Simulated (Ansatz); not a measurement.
# Sr3Al2Tl2: reading a single point

```xyz
7
Lattice="0.0000 0.0000 5.0032 4.5184 0.0000 0.0000 2.2592 10.0160 -2.5016" Properties=species:S:1:pos:R:3 pbc="T T T"
Tl    4.5184    7.1794    0.0000
Tl    2.2592    2.8365    2.5016
Al    2.2592    8.7159    0.0000
Al    4.5184    1.3001    2.5016
Sr    2.2592    0.0000    0.0000
Sr    4.5184    3.6698    0.0000
Sr    2.2592    6.3461    2.5016
```

Method: PBE, no spin polarisation; PAW, plane waves to 420 eV, 7×7×7 Γ-centred mesh, gaussian occupations (width 0.0722 eV) (Ansatz 0.2.0), atoms fixed.

- Forces: The largest is on Al3 (and as large on other atoms): 0.34 eV/Å, components (0.00, 0.34, 0.00). It makes 0° with the line to a nearest neighbour, Al4 at 2.60 Å, pointing towards it.
- At the Fermi level: It is a metal, with about 4.8 states/eV a cell as the mean within 0.25 eV of the Fermi level, mostly Tl p (53 %) and Al p (30 %).
- Stress: The pressure is 1.0 GPa (compression positive), so with the atoms held at these fractions the cell would first expand. The principal stresses 0.2, 0.9, 1.9 GPa differ, so its shape would change too.
- Formation energy: -0.27 eV an atom against the elements' usual phases (free molecules for gases, crystals otherwise, with no correction for O₂ or N₂), so it is bound against them; other compounds may still compete. Relaxing would lower it.
- Charges: Bader charges in e: Sr +1.24 to +1.30, Al -0.16, Tl -1.73. In the mean Sr gives up most and Tl takes most.

Origin: a known structure type with other elements, at an estimated volume, so it need not be a known compound.
